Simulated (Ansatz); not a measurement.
Start of a relaxation of Y5N:

```
Y N
1.0
     0.00000    4.04619    4.04619
     4.04619    0.00000    4.04619
     4.04619    4.04619    0.00000
Y N
5 1
Direct
  0.37197 0.87601 0.87601
  0.87601 0.87601 0.87601
  0.25000 0.25000 0.25000
  0.87601 0.87601 0.37197
  0.87601 0.37197 0.87601
  0.50000 0.50000 0.50000
```

Method: DFT PBE, scalar-relativistic, plane waves, PAW in Ansatz 0.2.0. Cutoff 420 eV, Gaussian smearing, Γ-centred meshes. Cell and atoms relax first on a coarse mesh and then on a finer one. In between, the cell is made exact in the group found at 0.06 Å. In metals the finer mesh still leaves noise of several meV/atom or more. The steps can't lower the symmetry of their start. Collinear spin is switched on along the way, since trial moments persisted in a coarse test.

A guess keeps its type if space group and coordination stay and the shape of the cell changes little (axis ratios within about 15 %, angles within 6°); the volume may change.

Q: Does this structure survive the relaxation?

A: It keeps its type. The symmetry stays F-43m (No. 216). The volume per atom grows by 39.5 %, from 22.1 to 30.8 Å³. The shortest distance goes from 2.84 Å (Y–Y) to 3.17 Å (Y–Y). Counting neighbours within 15 % of an atom's shortest distance, the start has N 16, Y 6/16 and the end N 16, Y 6/16.

Energies over the elements count from the elements' standard structures at the same level (N₂ as a molecule), with no fitted energy shifts.

Q: At what energy does it end?

A: +1.18 eV/atom. It can't be a ground state, since the elements alone are lower.

The last run used collinear spin, an 8×8×8 mesh for its 6-atom cell and Gaussian smearing of 0.10 eV. Another magnetic order may lie lower. A structure relaxed within its symmetry needn't be a true minimum. Another cell of Y5N relaxed alike but without spin, in P6/mmm, lies 0.55 eV/atom lower, so this cell isn't the stable form at this level.

In counts of neighbours, a slash parts the counts of unlike sites.
